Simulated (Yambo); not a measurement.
```
CELL_PARAMETERS angstrom
      4.97559     0.00000     0.00000
      0.00000     4.97559     0.00000
      0.00000     0.00000     6.90089
ATOMIC_POSITIONS crystal
  O  0.61039 0.73824 0.68204
  O  0.76176 0.11039 0.43204
  O  0.38961 0.26176 0.18204
  O  0.23824 0.88961 0.93204
  O  0.11039 0.76176 0.56796
  O  0.26176 0.38961 0.81796
  O  0.88961 0.23824 0.06796
  O  0.73824 0.61039 0.31796
  Si 0.19675 0.19675 0.00000
  Si 0.30325 0.69675 0.75000
  Si 0.80325 0.80325 0.50000
  Si 0.69675 0.30325 0.25000
```

Response from Yambo on PBEsol (pw.x of Quantum ESPRESSO, ONCV potentials, without SOC) bands: 4×4×2 mesh, 132 bands, 3 Ry local-field block, 0.2 eV broadening.

Question: Give the static electronic dielectric constant without and with local fields along each axis.

Answer: 
```json
[
 {"field along": "x", "ε(0), independent particles": "2.37", "ε(0), RPA with local fields": "2.22", "refractive index √ε": "1.49"},
 {"field along": "z", "ε(0), independent particles": "2.39", "ε(0), RPA with local fields": "2.21", "refractive index √ε": "1.49"}
]
```
Electronic (clamped-ion) response only. PBEsol gaps are usually too small, which raises these values. Convergence of the RPA response with its 4×4×2 mesh was not tested. x, y and z are Cartesian axes of the cell as given.

Geometry of the Materials Project entry, not relaxed at this level.

This is not the ordinary phase of the substance.
